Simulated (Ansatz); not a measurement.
# HfGe2: computed property card

HfGe2:
```cif
data_Ge4Hf2
_chemical_formula_sum 'Hf2 Ge4'
_space_group_name_H-M_alt 'P 1'
_space_group_IT_number 1
_cell_length_a 7.60868
_cell_length_b 7.60868
_cell_length_c 3.74661
_cell_angle_alpha 90.000
_cell_angle_beta 90.000
_cell_angle_gamma 151.224
loop_
_space_group_symop_operation_xyz
  'x, y, z'
loop_
_atom_site_label
_atom_site_type_symbol
_atom_site_fract_x
_atom_site_fract_y
_atom_site_fract_z
_atom_site_occupancy
Hf1 Hf 0.10460 0.89540 0.75000 1
Hf2 Hf 0.89540 0.10460 0.25000 1
Ge1 Ge 0.43892 0.56108 0.75000 1
Ge2 Ge 0.56108 0.43892 0.25000 1
Ge3 Ge 0.25030 0.74970 0.25000 1
Ge4 Ge 0.74970 0.25030 0.75000 1
```

Space group Cmcm (No. 63); conventional cell a = 3.781 Å, b = 14.740 Å, c = 3.747 Å, α = β = γ = 90.00°.

Method: DFT-PBEsol in the program Ansatz with PAW potentials. Geometry: relaxed at this level of theory. Other levels are named where they apply.

Cell and energy:

```json
{
 "volume_per_atom": "17.40 Å³",
 "density": "10.30 g/cm³",
 "Formation energy from the elements (no fitted shifts)": "-0.56 eV/atom"
}
```

Electronic structure:

```json
{
 "electronic_character": "metallic (no gap)",
 "Density of states at the Fermi level": "0.24 states/eV per atom (mean over ±0.08 eV)"
}
```

Charges:

```json
{
  "bader_charges": "Hf +1.33, Ge -0.83 to -0.50 e"
}
```

The workflow started from a Materials Project entry (that database holds measured and hypothetical structures alike); the Crystallography Open Database files this formula in space group No. 63, but the cells were not matched. Whether it is the stable phase at ambient conditions was not checked. The cell was relaxed with PBEsol under the symmetry of its start; whether a distortion lowers the energy is not shown. The run is not spin-polarised. The references are the lowest solids computed at this level, not always the standard phases. Spin–orbit coupling is left out wherever it is not named.

Potentials: the later of the program's two PAW sets.
